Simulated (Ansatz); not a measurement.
Be:
```cif
data_Be2
_chemical_formula_sum 'Be2'
_space_group_name_H-M_alt 'P63/mmc'
_space_group_IT_number 194
_space_group_name_Hall '-P 6c 2c'
_cell_length_a 2.21428
_cell_length_b 2.21428
_cell_length_c 3.49986
_cell_angle_alpha 90.000
_cell_angle_beta 90.000
_cell_angle_gamma 120.000
loop_
_atom_site_label
_atom_site_type_symbol
_atom_site_symmetry_multiplicity
_atom_site_Wyckoff_symbol
_atom_site_fract_x
_atom_site_fract_y
_atom_site_fract_z
_atom_site_occupancy
Be1 Be 2 d 0.66667 0.33333 0.25000 1
```

Relaxed at zero pressure with PBE+D3(BJ) (plane waves, PAW; program Ansatz).

Question: The volume is lowered by 3 % and shape and atoms relax at that volume. What pressure results, and how do the axes share the change?

Answer: 4.3 GPa; a -1.1 %, b -1.1 %, c -0.9 %; the energy rises by 3 meV/atom.

Question: Give the new structure.

Answer: 
Space group P6₃/mmc (No. 194); a = 2.191 Å, b = 2.191 Å, c = 3.467 Å, α = 90.00°, β = 90.00°, γ = 120.00°

```json
[
 {"atom": "Be", "site": "2d", "symmetry": "-6m2", "x": "0.6667", "y": "0.3333", "z": "0.2500"}
]
```

The phase is kept; no other phase was compared at this pressure.

Space group P6_3/mmc (hcp (Mg type)). Symmetry was held in the PBE+D3(BJ) relaxation. The pairwise dispersion correction was not fitted to metals. Axis ratios of metals converge slowly with the k-mesh, so a and c are less sure than the volume.

Potentials: the later of the program's two PAW sets.
